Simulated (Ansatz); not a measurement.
**Cr2O3: input and output of an SCF run**

We look at Cr2O3: a measured crystal structure (space group R-3c), with 10 atoms per cell. Sizeable forces remain on the atoms, so the positions aren't those of the computed minimum. The computed pressure is over 10 GPa in size, so the cell is far from the computed equilibrium volume (the chosen U may not suit it). Source: COD entry 9014810; it may be a high-temperature, high-pressure or metastable form.

Method: DFT, PBE+U, PAW, plane waves, scalar-relativistic in Ansatz development build ahead of 0.2.0.

The input:

```yaml
crystal:
  lattice:
    - [2.44745049, 1.4130362, 4.47733]
    - [-2.44745049, 1.4130362, 4.47733]
    - [0.0, -2.8260724, 4.47733]
  atoms:
    - { symbol: Cr, position: [0.8473, 0.8473, 0.8473], spin: 3.0 }
    - { symbol: Cr, position: [0.6527, 0.6527, 0.6527], spin: 3.0 }
    - { symbol: Cr, position: [0.1527, 0.1527, 0.1527], spin: 3.0 }
    - { symbol: Cr, position: [0.3473, 0.3473, 0.3473], spin: 3.0 }
    - { symbol: O, position: [0.058, 0.442, 0.75] }
    - { symbol: O, position: [0.75, 0.058, 0.442] }
    - { symbol: O, position: [0.442, 0.75, 0.058] }
    - { symbol: O, position: [0.942, 0.558, 0.25] }
    - { symbol: O, position: [0.25, 0.942, 0.558] }
    - { symbol: O, position: [0.558, 0.25, 0.942] }
magnetization:
  spin_polarized: true
hamiltonian:
  xc: pbe
  pseudopotentials: { kind: paw }
  hubbard: { sites: [{ species: Cr, l: d, u_eff: 2.3 }] }
basis:
  ecutwfc: 420
kpoints:
  mp_grid: { grid: [4, 4, 4] }
scf:
  occupations: { method: gaussian, width: 0.05 }
  lower_state_search: "off"
  algorithm: density_mixing
  max_iter: 80
  mixing: { algorithm: anderson, beta: 1.0, globalisation: backtrack }
output:
  forces: true
  stress: true
```

The run was started with:
```sh
ansatz run input.yaml --threads 2 --pin off --max-ram 5120MiB --backend cpu --events-out ev --progress --plain --runs-dir out
```

Program output, abridged:

```
Cr: projections on atomic orbitals take those of the free atom [Ne] 3s2 3p6 3d5 4s1, of charge +0.00 (hamiltonian.pseudopotentials.projection_atoms); the dataset's partial waves leave at most 7.0e-7 of an orbital's norm unspanned inside its sphere
O: projections on atomic orbitals take those of the free atom [He] 2s2 2p4, of charge +0.00 (hamiltonian.pseudopotentials.projection_atoms); the dataset's partial waves leave at most 1.9e-8 of an orbital's norm unspanned inside its sphere
Pseudopotentials: kind: paw
Pseudopotential: Cr, paw, valence charge 14, recommended cutoff 420 eV (normal), Cr.paw.azcp
Pseudopotential: O, paw, valence charge 6, recommended cutoff 420 eV (normal), O.paw.azcp
Functional definition: PBE
Crystal: 10 atoms, lattice volume = 92.905 Å³
Basis set: ecut = 420 eV, 1809 PW (Γ), exchange–correlation on 72×72×72 points (8 copies of the dense FFT grid, shifted against one another)
Bands: 63, of which v1, the nominal top of the filled ones, is band 46 counted from 1 (45 counted from 0)
Symmetry: 12 space group operations
Space group: R-3c (ITA 167), of the structure as read, at distance tolerance 4.5e-5 Å
Magnetic group: BNS 167.103 (UNI 1333), of the structure as read, at distance tolerance 4.5e-5 Å
k-points: 13 of 64
Non-local potential: Cr, projectors of the file, l = 0: 3, l = 1: 2, l = 2: 3, l = 3: 1
Non-local potential: O, projectors of the file, l = 0: 2, l = 1: 2, l = 2: 1
Initial density: superposition of atomic densities (chi_scale 0.1, normalization cell, long waves kept (reshape's long-wave potential 0.00 eV rms))
Starting moments: Σ|m| = 12 μB on 4 of 10 sites
Initial wavefunctions: pseudopotential atomic-orbital guess
Functional: x = pbe(κ = 0.804, μ = 0.2195149727645171), c = pbe(β = 0.06672455060314922)
iter 1 solved again at ethr=7.73e-4 eV; its pass at ethr=3.10e-3 eV (dr2=2.37e0 eV) is discarded
SCF iter   1: F=—  HF=-16910.448090 eV  |F-HF|=—  |Δ(HF+E_count)|=         —  Δρ=5.82e-2 (↑5.62e-2 ↓5.82e-2)  dr2=2.37e0  dr2_m=1.99e0  M=12.000 μB ∫|m|=12.941 μB  β_m=4.00  ethr=7.73e-4  ⟨swp⟩=1.0  Hψ=7234  notcnv=0
Mixer restart at iter 1: flushing history
preconditioner: auto → Resta (q_TF=auto, 2.724 Å⁻¹)  ε∞=7.8  [insulator: Δε(μ)=0.521 eV  Ē_g=11.474 eV  σ=0.050 eV  W_gap=1.00  n_scr=26 (ndim 8)  ℏωp=29.8 eV  f_vac=0.000  D(μ)=0.00/eV (n_scr^D=0)  ε∞_Penn≈7.8]
spin=Collinear: Resta preconditioning applied to the charge; magnetization (m = ρ↑ − ρ↓) channel mixes plain (no charge-response kernel on spin).
spin-set hold released at iteration 1 (the charge has settled, or the pull on large starting moments outlasts its swing): the magnetisation degrees of freedom join the quasi-Newton model from the next iteration; the mixer history was flushed
SCF iter   2: F=-16913.202084 eV  HF=-16904.222734 eV  |F-HF|=8.98e0  |Δ(HF+E_count)|=    6.23e0  Δρ=1.48e-1 (↑1.23e-1 ↓1.48e-1)  dr2=8.68e-1  dr2_m=1.55e1  M=12.000 μB ∫|m|=12.857 μB  β_m=4.00  ethr=7.73e-4  ⟨swp⟩=4.0  Hψ=4067  notcnv=0  κ⁻¹=1.0e0(r=1)
SCF iter   3: F=-16914.272243 eV  HF=-16913.296946 eV  |F-HF|=9.75e-1  |Δ(HF+E_count)|=    9.07e0  Δρ=4.59e-2 (↑4.53e-2 ↓4.59e-2)  dr2=8.99e-2  dr2_m=1.72e0  M=12.000 μB ∫|m|=12.398 μB  β_m=4.00  ethr=2.83e-4  ⟨swp⟩=3.2  Hψ=3816  notcnv=0  defer=150  κ⁻¹=1.3e-1(r=2)
SCF iter   4: F=-16914.174997 eV  HF=-16914.359813 eV  |F-HF|=1.85e-1  |Δ(HF+E_count)|=    1.06e0  Δρ=1.57e-2 (↑1.57e-2 ↓5.69e-3)  dr2=2.42e-1  dr2_m=5.43e-2  M=12.000 μB ∫|m|=12.405 μB  ethr=2.93e-5  ⟨swp⟩=2.7  Hψ=3672  notcnv=0  defer=148
step globalisation rejected the trial step at iteration 4: rewound and re-committed at α = 0.500 (was 1.000); the next pass re-solves the rescaled trial
SCF iter   4: F=-16914.279757 eV  HF=-16914.083448 eV  |F-HF|=1.96e-1  |Δ(HF+E_count)|=   7.87e-1  Δρ=2.31e-2 (↑1.82e-2 ↓2.31e-2)  dr2=9.39e-2  dr2_m=3.44e-1  M=12.000 μB ∫|m|=12.408 μB  β_m=4.00  ethr=2.93e-5  ⟨swp⟩=2.4  Hψ=3031  notcnv=0  defer=148  κ⁻¹=8.2e-3(r=3)
SCF iter   5: F=-16914.335795 eV  HF=-16914.287636 eV  |F-HF|=4.82e-2  |Δ(HF+E_count)|=   2.04e-1  Δρ=1.15e-2 (↑9.52e-3 ↓1.15e-2)  dr2=1.99e-2  dr2_m=8.96e-2  M=12.000 μB ∫|m|=12.372 μB  β_m=4.00  ethr=2.93e-5  ⟨swp⟩=2.1  Hψ=3036  notcnv=0  defer=147  κ⁻¹=7.8e-4(r=4)
SCF iter   6: F=-16914.344076 eV  HF=-16914.321601 eV  |F-HF|=2.25e-2  |Δ(HF+E_count)|=   3.40e-2  Δρ=5.53e-3 (↑5.53e-3 ↓5.41e-3)  dr2=4.00e-3  dr2_m=2.46e-2  M=12.000 μB ∫|m|=12.352 μB  β_m=4.00  ethr=6.47e-6  ⟨swp⟩=2.0  Hψ=2665  notcnv=0  defer=145  κ⁻¹=2.6e-4(r=5)
SCF iter   7: F=-16914.345946 eV  HF=-16914.340468 eV  |F-HF|=5.48e-3  |Δ(HF+E_count)|=   1.89e-2  Δρ=2.60e-3 (↑2.60e-3 ↓2.53e-3)  dr2=1.64e-3  dr2_m=5.25e-3  M=12.000 μB ∫|m|=12.343 μB  β_m=4.00  ethr=1.30e-6  ⟨swp⟩=2.0  Hψ=2709  notcnv=0  defer=145  κ⁻¹=2.3e-5(r=6)
SCF iter   8: F=-16914.346465 eV  HF=-16914.345179 eV  |F-HF|=1.29e-3  |Δ(HF+E_count)|=   4.71e-3  Δρ=1.50e-3 (↑1.50e-3 ↓1.35e-3)  dr2=5.42e-4  dr2_m=1.64e-3  M=12.000 μB ∫|m|=12.337 μB  β_m=4.00  ethr=5.36e-7  ⟨swp⟩=2.0  Hψ=2702  notcnv=0  defer=145  κ⁻¹=6.8e-6(r=7)
SCF iter   9: F=-16914.346544 eV  HF=-16914.346263 eV  |F-HF|=2.81e-4  |Δ(HF+E_count)|=   1.08e-3  Δρ=8.48e-4 (↑8.48e-4 ↓6.32e-4)  dr2=2.17e-4  dr2_m=4.39e-4  M=12.000 μB ∫|m|=12.334 μB  β_m=4.00  ethr=1.77e-7  ⟨swp⟩=2.0  Hψ=2689  notcnv=0  defer=145  κ⁻¹=2.0e-6(r=7)
SCF iter  10: F=-16914.346633 eV  HF=-16914.346542 eV  |F-HF|=9.13e-5  |Δ(HF+E_count)|=   2.79e-4  Δρ=3.79e-4 (↑3.79e-4 ↓3.61e-4)  dr2=4.46e-5  dr2_m=1.10e-4  M=12.000 μB ∫|m|=12.333 μB  β_m=4.00  ethr=7.08e-8  ⟨swp⟩=2.0  Hψ=2798  notcnv=0  defer=145  κ⁻¹=1.5e-6(r=7)
SCF iter  11: F=-16914.346643 eV  HF=-16914.346618 eV  |F-HF|=2.52e-5  |Δ(HF+E_count)|=   7.59e-5  Δρ=1.95e-4 (↑1.67e-4 ↓1.95e-4)  dr2=1.32e-5  dr2_m=2.59e-5  M=12.000 μB ∫|m|=12.332 μB  β_m=4.00  ethr=1.46e-8  ⟨swp⟩=2.0  Hψ=2689  notcnv=0  defer=145  κ⁻¹=3.8e-6(r=7)
SCF iter  12: F=-16914.346646 eV  HF=-16914.346640 eV  |F-HF|=6.94e-6  |Δ(HF+E_count)|=   2.16e-5  Δρ=9.97e-5 (↑8.86e-5 ↓9.97e-5)  dr2=3.67e-6  dr2_m=6.93e-6  M=12.000 μB ∫|m|=12.332 μB  β_m=4.00  ethr=4.32e-9  ⟨swp⟩=2.0  Hψ=2689  notcnv=0  defer=145  κ⁻¹=9.9e-6(r=7)
SCF iter  13: F=-16914.346647 eV  HF=-16914.346646 eV  |F-HF|=1.62e-6  |Δ(HF+E_count)|=   6.15e-6  Δρ=4.78e-5 (↑4.18e-5 ↓4.78e-5)  dr2=1.00e-6  dr2_m=1.56e-6  M=12.000 μB ∫|m|=12.332 μB  β_m=4.00  ethr=1.20e-9  ⟨swp⟩=2.0  Hψ=2690  notcnv=0  defer=145  κ⁻¹=6.7e-6(r=7)
SCF iter  14: F=-16914.346648 eV  HF=-16914.346647 eV  |F-HF|=4.29e-7  |Δ(HF+E_count)|=   1.38e-6  Δρ=2.04e-5 (↑1.87e-5 ↓2.04e-5)  dr2=2.68e-7  dr2_m=2.88e-7  M=12.000 μB ∫|m|=12.332 μB  β_m=4.00  ethr=3.26e-10  ⟨swp⟩=2.1  Hψ=2691  notcnv=0  defer=145  κ⁻¹=1.8e-5(r=7)
SCF iter  15: F=-16914.346648 eV  HF=-16914.346647 eV  |F-HF|=1.16e-7  |Δ(HF+E_count)|=   3.66e-7  Δρ=1.19e-5 (↑1.19e-5 ↓1.10e-5)  dr2=7.57e-8  dr2_m=1.02e-7  M=12.000 μB ∫|m|=12.332 μB  β_m=4.00  ethr=3.26e-11  ⟨swp⟩=4.0  Hψ=4586  notcnv=0  κ⁻¹=1.2e-5(r=7)
SCF iter  16: F=-16914.346648 eV  HF=-16914.346648 eV  |F-HF|=5.17e-8  |Δ(HF+E_count)|=   7.55e-8  Δρ=7.61e-6 (↑7.61e-6 ↓6.36e-6)  dr2=2.56e-8  dr2_m=3.81e-8  M=12.000 μB ∫|m|=12.332 μB  ethr=2.47e-11  ⟨swp⟩=3.4  Hψ=3951  notcnv=0
step globalisation disarmed at iteration 16: the step's free-energy change, less the Fermi level times any change in the excess electrons, stayed within twice the acceptance tolerance (the run's energy gate floored by the diagonalisation error budget — two endpoints, one tolerance each) or the on-site residual pla [...]
SCF 1 converged in 16 iterations: F = -16914.346648 eV  dr2 = 2.56e-8
  greatest PAW one-centre occupation: 1.000 electrons in one spin orbital (limit 2), on the Cr atom at site 3 (counted from 0), in its partial waves of l = 0
this state was not tested for a lower state beside it, because the mixer in use, unlike msr1, does not test its closes by its own steps (another_mixer; see scf.mixing.algorithm and scf.lower_state_search)
SCF converged after 16 iterations
Magnetization: 12.0000 μB (52.0000 up, 40.0000 down)
Absolute magnetization: 12.3379 μB (∫|ρ↑−ρ↓|, with the PAW one-centre terms)
Spin contamination: 0.0919 ħ² per cell (⟨S²⟩ above its minimum at these occupations)
Per-site moments (μB) at R_I (Å): [(2.4189, 0.7985), (2.4189, 0.7985), (2.4189, 0.7985), (2.4189, 0.7985), (-0.0107, 0.7985), (-0.0107, 0.7985), (-0.0107, 0.7985), (-0.0107, 0.7985), (-0.0107, 0.7985), (-0.0107, 0.7985)]
Free energy (F): -16914.346648 eV
Harris-Foulkes:  -16914.346648 eV  (|F-HF|=5.17e-8)
Internal energy: -16914.346648 eV  (E = F + TS)
E sigma→0 (E₀):  -16914.346648 eV
Fermi energy:    13.985395 eV
--- Per-component energies (eV) ---
  E_band       = -814.777559
  E_kinetic    = 2426.124343
  E_local      = -7723.613277  (includes V_loc(G=0)·N_el)
  E_nonlocal   = 614.525063
  E_hartree    = 3164.178756
  E_xc         = -1000.286061
  E_vxc        = -1276.197418  (∫ρ·V_xc dr)
  E_hubbard    = 5.127404  (on-site DFT+U / exact-exchange correction)
  E_vhub       = -9.923169  (the Hubbard potential's part of the band-sum identity)
  E_paw        = -5734.540343  (= ΣΔE_a)
  E_vpaw       = -1174.061367  (= ΣTr[D̂ρ^β])
  E_aug_tail   = 0.016574  (compensation charges beyond the density's cutoff)
  E_ewald      = -8665.879106
  E_smearing   = -0.000000  (= −TS)
  E_closure    = -0.000000  (closes the sum)
  Σ components = -16914.346648   (vs F -16914.346648, Δ=0.00e0)
--- Forces (eV/Å), atoms counted from 1 ---
  atom   1  Cr     0.00000000    -0.00000000     0.67393328
  atom   2  Cr    -0.00000000     0.00000000    -0.67393328
  atom   3  Cr    -0.00000000     0.00000000    -0.67393328
  atom   4  Cr     0.00000000    -0.00000000     0.67393328
  atom   5  O     -0.27550745     0.00000000    -0.00000000
  atom   6  O      0.13775373    -0.23859645     0.00000000
  atom   7  O      0.13775373     0.23859645     0.00000000
  atom   8  O      0.27550745    -0.00000000     0.00000000
  atom   9  O     -0.13775373     0.23859645    -0.00000000
  atom  10  O     -0.13775373    -0.23859645    -0.00000000
  max |Σ_I F_I| component: 3.34e-16 eV/Å
--- Stress (GPa, compression-positive) ---
       20.602879       0.000000       0.000000
       -0.000000      20.602879       0.000000
        0.000000       0.000000      20.404752
  P = ⅓ Tr σ = 20.5368 GPa (205.368 kbar)
```

A static U favours moments and orbital order; the result depends on U and need not be the measured state. Only one magnetic start was run, with no search, so the state need not be the lowest.

The run took 14 s on 2 threads of Arm Neoverse V1 (shared host), peak memory 0.49 GiB.
